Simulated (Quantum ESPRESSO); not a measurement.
Field gradients of SnSe$_{2}$ from the PAW reconstruction of the field gradient on a scalar-relativistic PBE ground state (a modified build of Quantum ESPRESSO, JTH datasets), 20 Ha, k-mesh 7×7×4 through Γ:

```xyz
3
Lattice="3.8803 0.0000 0.0000 -1.9402 3.3605 0.0000 0.0000 0.0000 6.3562" Properties=species:S:1:pos:R:3 pbc="T T T"
Sn     0.0000     0.0000     0.0000
Se     1.9402     1.1202     4.7682
Se     0.0000     2.2403     1.5880
```
The cell was made here from a computed Materials Project entry: strained by -2 % along the unique axis and by +1 % across it, atoms relaxed (PBE without dispersion, pw.x of Quantum ESPRESSO, symmetry kept). The parent is SnSe2 in P-3m1; whether this form has been observed was not checked. Stability against distortions was not tested. The layers lie 3.2 Å apart; this gap hangs on dispersion, and neither it nor the stacking was checked against the measured crystal.

Vzz is the sum of three terms, each taken along its main axis: the smooth valence density, the ions (nucleus and frozen core) with the augmentation charges of all other spheres, and the all-electron minus smooth density in the atom's own sphere. The split hangs on the datasets.  Cores are frozen. Se had no test against all-electron runs.

```tsv
site	smooth valence density	ions and other spheres	own sphere	Vzz (a.u.)
Se (atoms 2, 3)	-0.016	-0.001	___	___
```

**Question.** What belongs in the gaps?

**Answer.** 
- Se (atoms 2, 3), own sphere: -0.754
- Se (atoms 2, 3), Vzz (a.u.): -0.771
